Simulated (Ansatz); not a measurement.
SrGaSn in space group P6_3/mmc (No. 194; Ga on 4f, Sr on 2a, Sn on 4f, Sr on 2b) under volume change, plane-wave PAW r²SCAN (Ansatz code), shape and atoms relaxed at each volume.

| V (Å³/atom) | E − E(relaxed) (meV/atom) | P (GPa) |
|---|---|---|
| 25.877 | 34.1 | 4.62 |
| 26.730 | 14.3 | 2.85 |
| 27.583 | [?] | [?] |
| 28.436 | 0.0 | 0.00 |
| 29.289 | [?] | [?] |
| 30.142 | 11.7 | -2.10 |
| 30.995 | 25.2 | -2.93 |

**Question.** What belongs in the gaps?

**Answer.** 
- 27.583, E − E(relaxed) (meV/atom): 3.4
- 27.583, P (GPa): 1.32
- 29.289, E − E(relaxed) (meV/atom): 3.1
- 29.289, P (GPa): -1.13

**Question.** What does a third-order Birch–Murnaghan fit give for V₀, B₀ and B′?

**Answer.** V₀ = 28.44 Å³/atom, B₀ = 40.5 GPa, B′ = 4.0.

The workflow started from an entry of the Crystallography Open Database (COD). Whether it is the stable phase at ambient conditions was not checked. Symmetry was held in the r²SCAN relaxation; whether a distortion lowers the energy is not shown. Scalar-relativistic: spin–orbit coupling is off unless named, which matters more the heavier the elements.

Potentials: the later of the program's two PAW sets.
